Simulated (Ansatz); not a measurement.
Ca (fcc (Cu type), Fm-3m) at seven volumes, plane-wave PAW r²SCAN (Ansatz code), scaled uniformly. One row is withheld.

```csv
V (Å³/atom),P (GPa)
39.243,1.97
40.537,1.23
41.831,0.58
43.125,0.00
44.418,?
45.712,-0.95
47.006,-1.34
```

Q: Fit the shown pressures and predict the withheld one.

A: Third-order Birch–Murnaghan: P = (3/2)B₀(x^(7/2) − x^(5/2))[1 + (3/4)(B′ − 4)(x − 1)] with x = (V₀/V)^(2/3). Least squares on the six rows gives V₀ = 43.132 Å³/atom, B₀ = 17.94 GPa, B′ = 3.23. At V = 44.418, x = 0.9806 and P = -0.50 GPa. The run itself gave -0.50 GPa.

Symmetry was held in the r²SCAN relaxation.

Potentials: the earlier of the program's two PAW sets.
